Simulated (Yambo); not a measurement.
G0W0@PBEsol for CsLiWO$_{4}$ (space group I-4, No. 82) in Yambo. Reference settings: 2×2×2 Γ-centred k mesh, bands 3 to 225 and a 7 Ry block in the screening, 225 bands in G with the Bruneval-Gonze terminator, plasmon pole fitted at 27.2 eV. The PBEsol gap Γ → Γ on this mesh is 4.50 eV; G0W0 gaps are taken between the same points.

The settings were changed. The gap went from 6.32 eV to 6.20 eV, and the shift of the valence edge from -1.16 eV to -0.98 eV.

Question: Which change was made?
A) no random integration
B) no terminator
C) 85 bands in W, 85 bands in G
D) 145 bands in W, 145 bands in G

Answer: B, no terminator. The others gave (gap, valence shift): 85 bands in W, 85 bands in G: 6.37, -0.99 eV; no random integration: 6.16, -0.87 eV; 145 bands in W, 145 bands in G: 6.32, -1.10 eV.

Spin-orbit coupling is not included.

Geometry of the Materials Project entry, not relaxed at this level; primitive cell a = b = c = 6.117 Å, α = β = 121.29°, γ = 87.78°.

The structure is a Materials Project entry; no match was found in the copy of COD used, and its stability was not checked.

A shift is the quasiparticle energy of the state minus its PBEsol energy.
